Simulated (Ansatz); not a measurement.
ZrO$_{2}$:
```
ZrO2
1.0
    3.60134     0.00000     0.00000
    0.00000     3.60134     0.00000
    0.00000     0.00000     5.22807
Zr O
2 4
Cartesian
  0.00000   0.00000   0.00000
  1.80067   1.80067   2.61404
  0.00000   1.80067   1.02884
  0.00000   1.80067   3.64287
  1.80067   0.00000   1.58520
  1.80067   0.00000   4.19924
```

Relaxed with r²SCAN.

Question: Which orbitals make up the states near the band edges in plane-wave PAW r²SCAN (Ansatz code)?

Answer: Top 1 eV of the valence band: O 2p 91 %, Zr 4d 6 %. Bottom 1 eV of the conduction band: Zr 4d 89 %, O 2p 9 %. Projections are on Löwdin-orthogonalised atomic valence shells; empty p or d shells of many metals are not among them.

Question: Tabulate the density of states.

Answer: States/eV per cell of 6 atoms, in 0.25 eV bins, energy from the valence-band maximum.

```csv
E (eV),total,O 2p,Zr 4d,O 2s
-5.31,0.00,0.00,0.00,0.00
-5.06,0.24,0.16,0.06,0.00
-4.81,1.10,0.74,0.28,0.00
-4.56,2.00,1.37,0.52,0.01
-4.31,5.14,3.56,1.39,0.01
-4.06,8.40,5.86,2.30,0.02
-3.81,3.71,2.63,0.96,0.01
-3.56,5.84,4.33,1.26,0.03
-3.31,5.59,4.32,0.98,0.04
-3.06,4.27,3.42,0.63,0.04
-2.81,4.86,3.97,0.61,0.05
-2.56,4.04,3.38,0.43,0.05
-2.31,2.75,2.27,0.31,0.05
-2.06,3.03,2.51,0.36,0.04
-1.81,4.96,4.20,0.52,0.06
-1.56,5.61,4.81,0.57,0.05
-1.31,5.70,4.93,0.55,0.04
-1.06,7.01,6.09,0.69,0.05
-0.81,5.95,5.24,0.54,0.03
-0.56,5.96,5.42,0.37,0.03
-0.31,7.29,6.81,0.30,0.04
-0.06,2.53,2.42,0.06,0.01
0.19,0.00,0.00,0.00,0.00
0.44,0.00,0.00,0.00,0.00
0.69,0.00,0.00,0.00,0.00
0.94,0.00,0.00,0.00,0.00
1.19,0.00,0.00,0.00,0.00
1.44,0.00,0.00,0.00,0.00
1.69,0.00,0.00,0.00,0.00
1.94,0.00,0.00,0.00,0.00
2.19,0.00,0.00,0.00,0.00
2.44,0.00,0.00,0.00,0.00
2.69,0.00,0.00,0.00,0.00
2.94,0.00,0.00,0.00,0.00
3.19,0.00,0.00,0.00,0.00
3.44,0.00,0.00,0.00,0.00
3.69,0.00,0.00,0.00,0.00
3.94,0.00,0.00,0.00,0.00
4.19,0.00,0.00,0.00,0.00
4.44,0.00,0.00,0.00,0.00
4.69,0.11,0.00,0.11,0.00
4.94,1.02,0.04,0.95,0.01
5.19,6.05,0.43,5.44,0.06
5.44,9.23,0.87,8.09,0.08
5.69,10.79,1.32,9.21,0.06
5.94,4.63,0.86,3.61,0.04
6.19,0.17,0.04,0.12,0.00
6.44,0.00,0.00,0.00,0.00
6.69,0.00,0.00,0.00,0.00
6.94,3.75,0.20,2.84,0.49
7.19,4.27,0.33,3.16,0.49
7.44,3.91,0.42,2.82,0.39
7.69,3.64,0.47,2.50,0.34
7.94,3.18,0.47,2.03,0.29
8.19,2.64,0.46,1.66,0.20
8.44,4.02,0.76,2.51,0.27
8.69,5.38,1.19,3.64,0.17
8.94,4.92,1.21,3.28,0.12
9.19,4.39,1.14,2.81,0.10
9.44,3.79,1.05,2.38,0.07
```

Space group P4_2/nmc. This is a known high-temperature phase of the composition, computed here at zero pressure and temperature. Symmetry was held in the r²SCAN relaxation; whether a distortion lowers the energy is not shown. The run is not spin-polarised. Spin–orbit coupling is left out wherever it is not named.

Potentials: the later of the program's two PAW sets.
